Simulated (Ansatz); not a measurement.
Input file for Ansatz (a first-principles code):

Ansatz 0.2 input:
```yaml
crystal:
  lattice:
    - [0.0, 2.8681499742, 2.8681499742]
    - [2.8681499742, 0.0, 2.8681499742]
    - [2.8681499742, 2.8681499742, 0.0]
  atoms:
    - { symbol: Pd, position: [0.0, 0.0, 0.0] }
    - { symbol: Pd, position: [0.25, 0.25, 0.25] }
kpoints:
  mp_grid: { grid: [9, 9, 9] }
  band_path:
    path:
      - [[0.0, 0.0, 0.0], [0.5, 0.0, 0.5], [0.625, 0.25, 0.625]]  # Γ-X-U
      - [[0.375, 0.375, 0.75], [0.0, 0.0, 0.0], [0.5, 0.5, 0.5], [0.5, 0.25, 0.75], [0.5, 0.0, 0.5]]  # K-Γ-L-W-X
    npoints: 12
hamiltonian:
  xc: r2scan
  pseudopotentials: { kind: paw }
magnetization: { noncollinear: true, spin_orbit: true }
scf:
  n_extra_bands: 12
  convergence: { dr2_threshold: 0.0000000001 }
  occupations: { method: gaussian, width: 0.05 }
output: { eigenvalues: true }
```

Output (shortened):

```
Pseudopotentials: kind: paw_fr
Pseudopotential: Pd, paw_fr, valence charge 18
Functional definition: r2SCAN
non-collinear run that drives no moment, with spin-orbit …
Crystal: 2 atoms, lattice volume = 47.188 Å³
Basis set: ecut = 500 eV, 1243 PW (Γ), exchange–correlation on 120×120×120 points (64 copies of the dense FFT grid, shifted against one another)
Bands: 48, of which v1, the nominal top of the filled ones, is band 36 counted from 1 (35 counted from 0)
Symmetry: 48 space group operations + 48 with time reversal
k-points: 35 of 729
Projection manifold: j_resolved (fully-relativistic pseudo-atomic orbitals)
PAW frozen core: Pd, regenerated for the run's functional
Initial density: superposition of atomic densities (chi_scale 0.1, normalization cell)
Initial wavefunctions: pseudopotential atomic-orbital guess
Eigensolver: davidson
Functional: x = r2scan, c = r2scan; τ floored in thin density (d = 2e-4 eV/Å³)
SCF iter   1: F=—  HF=-13955.939754 eV  |F-HF|=—  |Δ(HF+E_count)|=         —  Δρ=1.09e-1  dr2=7.00e0  dr2_τ=3.42e-2  dr2_m=0.00e0 (ungated)  ethr=3.10e-3  |M|=0.00e0 ∫|m|=0.00e0 μB  |m|>n=0.0e0 m-floor=0.0e0 τ_xc=0.0e0  β_m=0.30  ⟨swp⟩=8.5  Hψ=4215  notcnv=0  defer=64
all-band conjugate gradients solve this SCF's bands
preconditioner: auto → none
SCF iter   2: F=—  HF=-13954.787520 eV  |F-HF|=—  |Δ(HF+E_count)|=    1.15e0  Δρ=5.54e-2  dr2=1.97e0  dr2_τ=1.84e-2  dr2_m=0.00e0 (ungated)  ethr=3.10e-3  |M|=0.00e0 ∫|m|=0.00e0 μB  |m|>n=0.0e0 m-floor=0.0e0 τ_xc=0.0e0  β_m=0.45  ⟨swp⟩=2.6  Hψ=1583  notcnv=0  defer=132
SCF iter   3: F=—  HF=-13954.484930 eV  |F-HF|=—  |Δ(HF+E_count)|=   3.03e-1  Δρ=1.36e-2  dr2=3.96e-2  dr2_τ=1.45e-3  dr2_m=0.00e0 (ungated)  ethr=3.10e-3  |M|=0.00e0 ∫|m|=0.00e0 μB  |m|>n=0.0e0 m-floor=0.0e0 τ_xc=0.0e0  β_m=0.63  ⟨swp⟩=3.0  Hψ=1377  notcnv=0  defer=126
SCF iter   4: F=—  HF=-13954.502825 eV  |F-HF|=—  |Δ(HF+E_count)|=   1.79e-2  Δρ=2.08e-3  dr2=1.47e-3  dr2_τ=1.69e-5  dr2_m=0.00e0 (ungated)  ethr=1.10e-4  |M|=0.00e0 ∫|m|=0.00e0 μB  |m|>n=0.0e0 m-floor=0.0e0 τ_xc=0.0e0  β_m=0.82  ⟨swp⟩=2.2  Hψ=1589  notcnv=0  defer=132
SCF iter   5: F=—  HF=-13954.504094 eV  |F-HF|=—  |Δ(HF+E_count)|=   1.27e-3  Δρ=3.14e-4  dr2=1.67e-5  dr2_τ=9.07e-7  dr2_m=0.00e0 (ungated)  ethr=4.09e-6  |M|=0.00e0 ∫|m|=0.00e0 μB  |m|>n=0.0e0 m-floor=0.0e0 τ_xc=0.0e0  β_m=0.88  ⟨swp⟩=2.1  Hψ=1139  notcnv=0  defer=132
SCF iter   6: F=—  HF=-13954.504124 eV  |F-HF|=—  |Δ(HF+E_count)|=   3.00e-5  Δρ=3.82e-5  dr2=3.67e-7  dr2_τ=6.16e-9  dr2_m=0.00e0 (ungated)  ethr=4.64e-8  |M|=0.00e0 ∫|m|=0.00e0 μB  |m|>n=0.0e0 m-floor=0.0e0 τ_xc=0.0e0  β_m=0.94  ⟨swp⟩=2.0  Hψ=1415  notcnv=0  defer=130
SCF iter   7: F=—  HF=-13954.504123 eV  |F-HF|=—  |Δ(HF+E_count)|=   1.33e-6  Δρ=5.94e-6  dr2=2.49e-8  dr2_τ=1.88e-10  dr2_m=0.00e0 (ungated)  ethr=1.02e-9  |M|=0.00e0 ∫|m|=0.00e0 μB  |m|>n=0.0e0 m-floor=0.0e0 τ_xc=0.0e0  β_m=0.89  ⟨swp⟩=2.9  Hψ=1481  notcnv=0  defer=130
SCF iter   8: F=-13954.504123 eV  HF=-13954.504123 eV  |F-HF|=1.82e-12  |Δ(HF+E_count)|=   5.42e-9  Δρ=3.90e-7  dr2=4.89e-11  dr2_τ=4.22e-13  dr2_m=0.00e0 (ungated)  ethr=1.00e-12  |M|=0.00e0 ∫|m|=0.00e0 μB  |m|>n=0.0e0 m-floor=0.0e0 τ_xc=0.0e0  ⟨swp⟩=11.0  Hψ=3766  notcnv=0
SCF 1 converged in 8 iterations: F = -13954.504123 eV  dr2 = 4.89e-11
NSCF: frozen V_eff on 74 k-points
SCF converged after 8 iterations
Magnetization: |M| = 0.0000 μB,  M = (+0.0000, +0.0000, +0.0000) μB
Absolute magnetization: 0.0000 μB (∫|m|)
  site 0: m = (+0.0000, +0.0000, +0.0000) μB, |m| = 0.0000 μB  (R = 1.02 Å)
  site 1: m = (+0.0000, +0.0000, +0.0000) μB, |m| = 0.0000 μB  (R = 1.02 Å)
Free energy (F): -13954.504123 eV
Harris-Foulkes:  -13954.504123 eV  (|F-HF|=1.82e-12)
Internal energy: -13954.495147 eV  (E = F + TS)
E sigma→0 (E₀):  -13954.499635 eV
Entropy (-TS):   -0.008976 eV (-4.488 meV/atom)
Fermi energy:    10.416132 eV
--- Per-component energies (eV) ---
  E_band       = -633.198708
  E_kinetic    = 1031.007376
  E_local      = -5406.387930  (includes V_loc(G=0)·N_el)
  E_nonlocal   = 434.833242
  E_hartree    = 2215.796772
  E_xc         = -317.634134
  E_vxc        = -461.169868  (∫ρ·V_xc dr)
  E_paw        = -7529.979990  (= ΣΔE_a)
  E_vpaw       = -697.445054  (= ΣTr[D̂ρ^β])
  E_aug_tail   = 0.000225  (compensation charges beyond the density's cutoff)
  E_vtau       = 34.370057  (kinetic-family band-sum trace: ∫τ·v_τ [+ j·A + Jᵃ·Aᵃ] dr)
  E_ewald      = -4381.225952
  E_core_change = -0.904756  (= ΣΔE_core)
  E_smearing   = -0.008976  (= −TS)
  E_closure    =  0.000000  (closes the sum)
  Σ components = -13954.504123   (vs F -13954.504123, Δ=0.00e0)
  [band-id]    e_kinetic+e_local+e_nonlocal+2·e_hartree+e_vxc+e_vpaw+e_augmentation_tail+e_vtau = -633.198407   (vs E_band -633.198708, Δ=3.01e-4)
--- Band table (eV; the first three rows and the last of 35) ---
  k-point 0: bands = ["-75.9015", "-75.9015", "-75.7550", "-75.7550", "-43.9442", "-43.9442", "-43.6517", "-43.6517", "-39.5928", "-39.5928", "-39.5928", "-39.5928", "-39.2240", "-39.2240", "-39.2240", "-39.2240", "5.7995", "5.7995", "6.8013", "6.8013", "6.8013", "6.8013", "6.9022", "6.9022", "6.9022", "6.9022", "7.1172", "7.1172", "8.9694", "8.9694", "8.9694", "8.9694", "9.1680", "9.1680", "10.2329", "10.2329", "10.2329", "10.2329", "22.4537", "22.4537", "22.9269", "22.9269", "22.9269", "22.9269", "23.0304", "23.0304", "23.2030", "23.2030"]
  k-point 1: bands = ["-75.8983", "-75.8983", "-75.7583", "-75.7583", "-43.9382", "-43.9382", "-43.6590", "-43.6590", "-39.5973", "-39.5973", "-39.5815", "-39.5815", "-39.2342", "-39.2342", "-39.2195", "-39.2195", "5.9834", "5.9834", "6.6794", "6.6794", "6.7123", "6.7123", "6.9385", "6.9385", "7.0653", "7.0653", "7.2306", "7.2306", "8.9089", "8.9089", "8.9581", "8.9581", "9.1333", "9.1333", "10.2352", "10.2352", "10.2406", "10.2406", "19.9673", "19.9673", "21.6295", "21.6295", "21.9213", "21.9213", "22.5570", "22.5570", "23.7601", "23.7601"]
  k-point 2: bands = ["-75.8892", "-75.8892", "-75.7675", "-75.7675", "-43.9217", "-43.9217", "-43.6790", "-43.6790", "-39.6082", "-39.6082", "-39.5495", "-39.5495", "-39.2636", "-39.2636", "-39.2084", "-39.2084", "6.4422", "6.4422", "6.6133", "6.6133", "6.6615", "6.6615", "7.0000", "7.0000", "7.2058", "7.2058", "7.3874", "7.3874", "8.8184", "8.8184", "8.9772", "8.9772", "9.1061", "9.1061", "10.2265", "10.2265", "10.2371", "10.2371", "17.1223", "17.1223", "20.5951", "20.5951", "20.9319", "20.9319", "21.9903", "21.9903", "24.1243", "24.1243"]
  k-point 34: bands = ["-75.8382", "-75.8382", "-75.8187", "-75.8187", "-43.8254", "-43.8254", "-43.7860", "-43.7860", "-39.6158", "-39.6158", "-39.4263", "-39.4263", "-39.3812", "-39.3812", "-39.1984", "-39.1984", "6.3286", "6.3286", "6.3925", "6.3925", "7.2301", "7.2301", "7.4387", "7.4387", "7.8235", "7.8235", "8.2311", "8.2311", "8.3319", "8.3319", "8.6572", "8.6572", "10.4233", "10.4233", "10.5401", "10.5401", "12.1669", "12.1669", "13.4437", "13.4437", "14.1509", "14.1509", "15.0394", "15.0394", "23.0836", "23.0836", "23.7850", "23.7850"]
  band table: 48 of 48 bands, residual norms ≤ 1.0e-3 eV
```

Cost: around 60 core-seconds (rough) on shared cores.

Space group Fd-3m (diamond). The start of the workflow was typed in or built on a structure type; neither database checked (COD, Materials Project) lists it. It is not the phase usual at ambient conditions (space group No. 225). Symmetry was held in the r²SCAN relaxation. At this level the phase is mechanically unstable. No spin polarisation was allowed.

Potentials: the later of the program's two PAW sets.

Ansatz is a plane-wave DFT program.
